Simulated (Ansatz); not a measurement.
ZnGaNO:
```yaml
crystal:
  lattice:
    - [3.35181, 0.00000, 0.00000]
    - [-1.67590, 2.90275, 0.00000]
    - [0.00000, 0.00000, 9.18317]
  atoms:
    - { symbol: Ga, position: [0.33333, 0.66667, 0.97014] }
    - { symbol: N, position: [0.33333, 0.66667, 0.18700] }
    - { symbol: Ga, position: [0.66667, 0.33333, 0.24525] }
    - { symbol: N, position: [0.66667, 0.33333, 0.46406] }
    - { symbol: Zn, position: [0.33333, 0.66667, 0.47607] }
    - { symbol: O, position: [0.33333, 0.66667, 0.75155] }
    - { symbol: Zn, position: [0.66667, 0.33333, 0.69603] }
    - { symbol: O, position: [0.66667, 0.33333, 0.95618] }
```

Relaxed with r²SCAN.

Problem. Give the Bader charges and basin volumes of the independent atoms, r²SCAN in the plane-wave PAW code Ansatz.

Solution. 

```json
[
 {"atom": "Ga1", "Bader charge (e)": "+1.90", "Bader volume (Å³)": "8.3"},
 {"atom": "N2", "Bader charge (e)": "-1.63", "Bader volume (Å³)": "13.9"},
 {"atom": "Ga3", "Bader charge (e)": "+1.65", "Bader volume (Å³)": "9.5"},
 {"atom": "N4", "Bader charge (e)": "-1.61", "Bader volume (Å³)": "12.9"},
 {"atom": "Zn5", "Bader charge (e)": "+1.09", "Bader volume (Å³)": "10.2"},
 {"atom": "O6", "Bader charge (e)": "-1.31", "Bader volume (Å³)": "12.3"},
 {"atom": "Zn7", "Bader charge (e)": "+1.26", "Bader volume (Å³)": "9.9"},
 {"atom": "O8", "Bader charge (e)": "-1.36", "Bader volume (Å³)": "12.4"}
]
```

Space group P3m1. The start of the workflow was typed in or built on a structure type; the Crystallography Open Database copy checked does not list it. Its standing as an ambient phase is unchecked. The cell was relaxed with r²SCAN under the symmetry of its start; whether a distortion lowers the energy is not shown.

Potentials: the earlier of the program's two PAW sets.
